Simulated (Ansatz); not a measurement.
Hf:
Space group P6₃/mmc (No. 194); a = b = 3.1712 Å, c = 5.0167 Å, α = β = 90.00°, γ = 120.00°

| atom | site | symmetry | x | y | z |
|---|---|---|---|---|---|
| Hf | 2d | -6m2 | 0.6667 | 0.3333 | 0.2500 |

Relaxed with PBE+D3(BJ).

**Question.** Which orbitals make up the states near the Fermi level in plane-wave PAW PBE+D3(BJ) (Ansatz code)?

**Answer.** Within 0.5 eV of the Fermi level: Hf 5d 89 %, outside the projected shells 5 %. Projections are on Löwdin-orthogonalised atomic valence shells; empty p or d shells of many metals are not among them.

**Question.** Tabulate the density of states.

**Answer.** States/eV per cell of 2 atoms, in 0.25 eV bins, energy from the Fermi level.

```
E (eV)  total  Hf 5d  Hf 6s  Hf 5p
------  -----  -----  -----  -----
-7.85    0.00   0.00   0.00   0.00
-7.60    0.00   0.00   0.00   0.00
-7.35    0.04   0.00   0.04   0.00
-7.10    0.09   0.00   0.09   0.00
-6.85    0.13   0.00   0.12   0.00
-6.60    0.16   0.00   0.14   0.00
-6.35    0.19   0.01   0.17   0.00
-6.10    0.22   0.01   0.19   0.01
-5.85    0.25   0.02   0.22   0.01
-5.60    0.29   0.03   0.25   0.01
-5.35    0.31   0.04   0.26   0.01
-5.10    0.36   0.06   0.29   0.01
-4.85    0.42   0.08   0.31   0.01
-4.60    0.48   0.12   0.34   0.01
-4.35    0.57   0.18   0.36   0.01
-4.10    0.70   0.28   0.39   0.02
-3.85    1.02   0.54   0.44   0.02
-3.60    1.47   0.96   0.46   0.02
-3.35    1.38   0.95   0.38   0.02
-3.10    1.33   0.97   0.31   0.02
-2.85    1.52   1.20   0.27   0.02
-2.60    1.66   1.39   0.22   0.02
-2.35    1.71   1.51   0.16   0.02
-2.10    1.91   1.76   0.10   0.03
-1.85    1.32   1.22   0.06   0.02
-1.60    1.81   1.68   0.07   0.03
-1.35    2.24   2.07   0.09   0.04
-1.10    2.80   2.54   0.13   0.04
-0.85    3.23   2.88   0.17   0.05
-0.60    2.13   1.93   0.09   0.03
-0.35    1.08   0.97   0.05   0.01
-0.10    1.29   1.14   0.05   0.02
0.15     2.14   1.90   0.09   0.02
0.40     3.47   3.09   0.17   0.03
0.65     3.21   2.82   0.18   0.02
0.90     3.29   2.80   0.21   0.02
1.15     2.95   2.47   0.19   0.02
1.40     2.97   2.62   0.13   0.01
1.65     3.01   2.82   0.07   0.01
1.90     2.06   1.94   0.03   0.01
2.15     1.40   1.33   0.02   0.00
2.40     1.19   1.13   0.01   0.00
2.65     1.14   1.10   0.01   0.00
2.90     1.27   1.21   0.02   0.00
3.15     1.19   1.14   0.02   0.00
3.40     1.19   1.14   0.02   0.00
3.65     1.21   1.15   0.03   0.00
3.90     1.23   1.16   0.03   0.00
4.15     1.28   1.19   0.04   0.00
4.40     1.43   1.32   0.06   0.00
4.65     1.57   1.42   0.09   0.00
```

Space group P6_3/mmc (hcp (Mg type)). Symmetry was held in the PBE+D3(BJ) relaxation. No spin polarisation was allowed. The pairwise dispersion correction was not fitted to metals. Axis ratios of metals converge slowly with the k-mesh, so a and c are less sure than the volume. Spin–orbit coupling is left out wherever it is not named.

Potentials: the later of the program's two PAW sets.
